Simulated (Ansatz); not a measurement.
The cell is a 12-atom cell of Ca3CdF8 built on the fluorite structure (relaxed group Cmmm); cell and atoms were relaxed with r2SCAN. Around Cd lie 8 F at 2.34 Å; around F lie 4 Ca at 2.35 Å; around F lie 2 Cd at 2.34 Å and 2 Ca at 2.35 Å; around Ca lie 8 F at 2.35 Å; around F lie 1 Cd at 2.34 Å and 3 Ca at 2.35–2.36 Å; around Ca lie 8 F at 2.35–2.36 Å.

Space group Cmmm (No. 65). a = 7.679 Å, b = 10.854 Å, c = 3.835 Å, α = 90.00°, β = 90.00°, γ = 90.00°
```json
{"atom": "Cd", "site": "2a", "symmetry": "mmm", "x": "0.0000", "y": "0.0000", "z": "0.0000"}
{"atom": "F", "site": "4j", "symmetry": "m2m", "x": "0.5000", "y": "0.1254", "z": "0.5000"}
{"atom": "F", "site": "4j", "symmetry": "m2m", "x": "0.5000", "y": "0.3757", "z": "0.5000"}
{"atom": "Ca", "site": "4f", "symmetry": "..2/m", "x": "0.2500", "y": "0.7500", "z": "0.5000"}
{"atom": "F", "site": "8p", "symmetry": "..m", "x": "0.7509", "y": "0.8752", "z": "0.0000"}
{"atom": "Ca", "site": "2b", "symmetry": "mmm", "x": "0.5000", "y": "0.0000", "z": "0.0000"}
```

3 runs of the PAW code Ansatz on this cell differ in the functional (and in the settings that go with it). Levels are in eV from each run's valence top; v1 is the last filled band, c1 the first empty one.

Run A, mean stress +1.5 GPa (compression positive):
```tsv
point	v5	v3	v1	c1	c2	c3
Γ	-0.54	-0.26	-0.07	7.44	10.53	11.67
Y	-0.57	-0.49	-0.06	8.42	10.33	10.81
C₀	-0.55	-0.50	-0.10	8.39	10.47	10.67
```

Run B, mean stress 0.0 GPa (compression positive):
```tsv
point	v5	v3	v1	c1	c2	c3
Γ	-0.50	-0.24	-0.06	6.02	8.84	9.93
Y	-0.54	-0.44	-0.05	6.96	8.81	9.19
C₀	-0.50	-0.46	-0.09	6.93	8.93	9.08
```

Run C, mean stress +1.3 GPa (compression positive):
```tsv
point	v5	v3	v1	c1	c2	c3
Γ	-0.54	-0.26	-0.07	8.21	11.32	12.45
Y	-0.58	-0.49	-0.06	9.20	11.11	11.60
C₀	-0.55	-0.50	-0.10	9.17	11.25	11.45
```

**Question.** Match the runs to r2SCAN, HSE06, PBE0.

**Answer.** A is HSE06, B is r2SCAN, C is PBE0. In order of the gap: r2SCAN 6.02, HSE06 7.44, PBE0 8.21 eV. The stress vanishes for r2SCAN, which relaxed the cell.

The calculation is spin-unpolarised, and the structure need not be a phase that has been made.

The runs are scalar-relativistic, without spin-orbit coupling.

The program warns that its thresholds are loose for a hybrid's stress.

The meshes of the hybrids are coarse, so their gaps aren't converged to the digits shown.
